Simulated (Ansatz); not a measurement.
# CaScBO4: what a change does to the field gradients

Base: a measured structure from the Crystallography Open Database (COD) whose atoms were relaxed with PBE, the cell held.

```yaml
crystal:
  lattice:
    - [10.28300, 0.00000, 0.00000]
    - [0.00000, 3.36360, 0.00000]
    - [0.00000, 0.00000, 9.43200]
  atoms:
    - { symbol: Ca, position: [0.58899, 0.75000, 0.84287] }
    - { symbol: Ca, position: [0.91101, 0.25000, 0.34287] }
    - { symbol: Ca, position: [0.08899, 0.75000, 0.65713] }
    - { symbol: Ca, position: [0.41101, 0.25000, 0.15713] }
    - { symbol: Sc, position: [0.39143, 0.25000, 0.57273] }
    - { symbol: Sc, position: [0.10857, 0.75000, 0.07273] }
    - { symbol: Sc, position: [0.89143, 0.25000, 0.92727] }
    - { symbol: Sc, position: [0.60857, 0.75000, 0.42727] }
    - { symbol: B, position: [0.30418, 0.25000, 0.86468] }
    - { symbol: B, position: [0.19582, 0.75000, 0.36468] }
    - { symbol: B, position: [0.80418, 0.25000, 0.63532] }
    - { symbol: B, position: [0.69582, 0.75000, 0.13532] }
    - { symbol: O, position: [0.50247, 0.75000, 0.61590] }
    - { symbol: O, position: [0.99753, 0.25000, 0.11590] }
    - { symbol: O, position: [0.00247, 0.75000, 0.88410] }
    - { symbol: O, position: [0.49753, 0.25000, 0.38410] }
    - { symbol: O, position: [0.24269, 0.25000, 0.73381] }
    - { symbol: O, position: [0.25731, 0.75000, 0.23381] }
    - { symbol: O, position: [0.74269, 0.25000, 0.76619] }
    - { symbol: O, position: [0.75731, 0.75000, 0.26619] }
    - { symbol: O, position: [0.26747, 0.75000, 0.48970] }
    - { symbol: O, position: [0.23253, 0.25000, 0.98970] }
    - { symbol: O, position: [0.76747, 0.75000, 0.01030] }
    - { symbol: O, position: [0.73253, 0.25000, 0.51030] }
    - { symbol: O, position: [0.43774, 0.25000, 0.87497] }
    - { symbol: O, position: [0.06226, 0.75000, 0.37497] }
    - { symbol: O, position: [0.93774, 0.25000, 0.62503] }
    - { symbol: O, position: [0.56226, 0.75000, 0.12503] }
```

Atom numbers follow the list; atoms alike are taken as one site, whose name carries the number of the first.

Method: Kohn–Sham DFT in Ansatz, PBE, plane waves and PAW, scalar-relativistic, 420 eV cutoff, Γ-centred 2×6×3 k-points, Fermi–Dirac smearing 0.02 eV.

Gradients in 10²¹ V/m², for some of the sites:

```json
{"site": "Ca2", "atoms": "2", "V_zz base": "-2.41", "η base": "0.17", "V_zz variant": "-2.43", "η variant": "0.17"}
{"site": "Ca3", "atoms": "3", "V_zz base": "-2.41", "η base": "0.17", "V_zz variant": "-2.17", "η variant": "0.26"}
{"site": "Ca4", "atoms": "4", "V_zz base": "-2.41", "η base": "0.17", "V_zz variant": "-2.36", "η variant": "0.05"}
{"site": "Sc5", "atoms": "5", "V_zz base": "4.94", "η base": "0.12", "V_zz variant": "5.15", "η variant": "0.21"}
{"site": "Sc6", "atoms": "6", "V_zz base": "4.94", "η base": "0.12", "V_zz variant": "4.96", "η variant": "0.15"}
{"site": "Sc8", "atoms": "8", "V_zz base": "4.94", "η base": "0.12", "V_zz variant": "4.93", "η variant": "0.12"}
{"site": "B10", "atoms": "10", "V_zz base": "2.60", "η base": "0.09", "V_zz variant": "2.61", "η variant": "0.32"}
{"site": "B11", "atoms": "11", "V_zz base": "2.60", "η base": "0.09", "V_zz variant": "2.60", "η variant": "0.10"}
{"site": "O13", "atoms": "13", "V_zz base": "-0.60", "η base": "0.12", "V_zz variant": "-0.60", "η variant": "0.07"}
{"site": "O17", "atoms": "17", "V_zz base": "5.24", "η base": "0.89", "V_zz variant": "5.27", "η variant": "0.87"}
{"site": "O18", "atoms": "18", "V_zz base": "5.24", "η base": "0.89", "V_zz variant": "6.10", "η variant": "0.68"}
{"site": "O21", "atoms": "21", "V_zz base": "-6.76", "η base": "0.47", "V_zz variant": "-6.21", "η variant": "0.18"}
{"site": "O26", "atoms": "26", "V_zz base": "5.07", "η base": "0.87", "V_zz variant": "5.76", "η variant": "0.69"}
{"site": "O27", "atoms": "27", "V_zz base": "5.07", "η base": "0.87", "V_zz variant": "5.13", "η variant": "0.88"}
```

Question: Which change was made?
A. volume scaled by 0.97, ions relaxed
B. z stretched by 4 %, ions relaxed
C. atom 10 (B) moved by 0.10 Å along (0.042, -0.043, 0.080) Å

Answer: C. It leaves 28 symmetry-distinct sites where the base has 7, which no other option does. The largest change of V_zz is on O18, from 5.24 to 6.10. The whole tensor moves most on O21, by 1.71 along its most changed direction. In per cent, |V_zz| changes by -10 to +1 on Ca, 0 to +4 on Sc, 0 on B, -8 to +16 on O (all sites that start above 0.5). Where |V_zz| stays above 0.1 and the axes keep their order, η moves most on O21, from 0.47 to 0.18. On B10 V_xx and V_yy change places (or their axes turn by over 50°), so the two values of η hide a larger change. The table leaves out 14 of the 28 sites, with |V_zz| up to 6.82; their tensors move by 0.10 at most along any direction. The statements above cover all sites.

For the variant: The atoms aren't relaxed after the move (largest force 5.1 eV/Å).
